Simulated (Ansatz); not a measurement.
Values for one crystal, relaxed and computed with r²SCAN in the plane-wave PAW code Ansatz; other levels are named.

* **Volume per atom**: 12.91 Å³
* **Band gap**: 2.35 eV (indirect)
* **Electron effective mass**: 0.43 along x (mₑ)
* **Hole effective mass**: 0.89, 1.2, 5.9 mₑ (principal values)
* **Electron effective mass with spin–orbit coupling**: 0.43 along x (mₑ)
* **Bulk modulus (Birch–Murnaghan fit)**: 1520 kbar
* **Gap with spin–orbit coupling**: 2.35 eV

**Question.** Which of these materials gives this?
(A) Sr3Ti2O7, I4/mmm (Pearson symbol tI24)
(B) La2GeO5, P2_1/c (Pearson symbol mP32)
(C) SiO2, P3_121 (O on 6c, Si on 3a)
(D) SrO, P6_3/mmc (Sr on 2d, O on 2c)

**Answer.** A, Sr3Ti2O7, I4/mmm (Pearson symbol tI24)

The workflow started from a Materials Project entry (that database holds measured and hypothetical structures alike); the Crystallography Open Database files this formula in space group No. 139, but the cells were not matched. Its standing as an ambient phase is unchecked. Symmetry was held in the r²SCAN relaxation; whether a distortion lowers the energy is not shown. The run is not spin-polarised. Scalar-relativistic: spin–orbit coupling is off unless named, which matters more the heavier the elements.

Potentials: the later of the program's two PAW sets.
